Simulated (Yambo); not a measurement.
MoF₆ (space group Im-3m, No. 229), G0W0@LDA in Yambo with this input:

```
rim_cut
gw0
dyson
el_el_corr
HF_and_locXC
ppa
em1d
RandQpts= 1000000
RandGvec= 1 Ry
EXXRLvcs= 84 Ry
VXCRLvcs= 336 Ry
Chimod= "HARTREE"
% BndsRnXp
 2 | 187 |
%
NGsBlkXp= 7 Ry
% LongDrXp
 1.0 | 1.0 | 1.0 |
%
PPAPntXp= 27.2114 eV
% GbndRnge
 1 | 187 |
%
GTermKind= "BG"
DysSolver= "n"
ExtendOut
```

On a 2×2×2 mesh, with wavefunctions cut at 84 Ry, the gap (Γ → N) is 8.663 eV and the valence edge shifts by -1.918 eV.

Question: What happens with this change: 4 Ry block?

Answer: The gap rises by 0.207 eV, to 8.870 eV; the shift of the valence edge becomes -2.079 eV. Neither run is shown to be the converged limit.

Spin-orbit coupling is not included.

Geometry of the Materials Project entry, not relaxed at this level; primitive cell a = 5.4860 Å, b = 5.4860 Å, c = 5.4860 Å, α = 109.47°, β = 109.47°, γ = 109.47°.

The structure is a Materials Project entry; no match was found in the copy of COD used, and its stability was not checked.

A shift is the quasiparticle energy of the state minus its LDA energy.
